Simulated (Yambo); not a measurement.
Absorption of CsBH₄ (space group F-43m, No. 216) with and without the electron-hole interaction (Yambo, PBEsol bands; 4×4×4 mesh, 10 valence and 14 conduction bands, static screening with 88 bands and a 3 Ry block, scissor 2.83 eV, Tamm-Dancoff; field along x).

```tsv
E (eV)	Im ε, BSE	Im ε, independent quasiparticles
6.00	0.15	0.03
6.10	0.17	0.03
6.20	0.20	0.03
6.30	0.23	0.03
6.40	0.28	0.03
6.50	0.34	0.04
6.60	0.44	0.04
6.70	0.58	0.04
6.80	0.81	0.04
6.90	1.23	0.04
7.00	2.06	0.05
7.10	3.76	0.05
7.20	5.87	0.05
7.30	5.08	0.06
7.40	3.45	0.06
7.50	2.97	0.07
7.60	3.70	0.08
7.70	4.02	0.09
7.80	2.80	0.10
7.90	1.92	0.12
8.00	1.60	0.14
8.10	1.79	0.18
8.20	2.15	0.26
8.30	2.15	0.38
8.40	1.94	0.46
8.50	1.61	0.44
8.60	1.38	0.51
8.70	1.39	0.75
8.80	1.40	1.03
8.90	1.48	0.95
9.00	1.68	0.87
9.10	1.98	1.09
9.20	2.42	1.62
9.30	3.21	1.79
9.40	3.19	1.49
9.50	2.75	1.58
9.60	2.85	2.18
9.70	3.35	2.76
9.80	3.57	2.61
9.90	3.32	2.26
10.00	2.61	1.90
10.10	2.32	1.96
10.20	2.35	2.38
10.30	2.26	2.80
10.40	1.68	2.83
10.50	1.37	2.52
10.60	1.41	2.49
10.70	1.47	2.61
10.80	1.53	2.31
10.90	1.54	2.29
11.00	1.57	2.22
11.10	1.49	1.78
11.20	1.44	1.58
11.30	1.38	1.82
11.40	1.51	2.20
11.50	1.37	2.47
11.60	1.28	2.33
11.70	1.22	2.41
11.80	1.36	3.01
11.90	1.67	3.51
12.00	2.17	3.60
12.10	2.02	3.45
12.20	1.69	3.20
12.30	1.17	3.44
12.40	0.82	3.68
12.50	0.68	3.26
12.60	0.68	2.65
12.70	0.65	2.07
12.80	0.56	1.75
12.90	0.54	1.50
```

The scissor comes from a G0W0 run whose convergence isn't established. Broadening 0.15 eV. The band window holds all transitions up to 13.5 eV. Fine structure above the onset can come from the mesh.

Geometry of the Materials Project entry, not relaxed at this level; primitive cell a = b = c = 5.184 Å, α = β = γ = 60.00°.

The structure is a Materials Project entry; no match was found in the copy of COD used, and its stability was not checked.
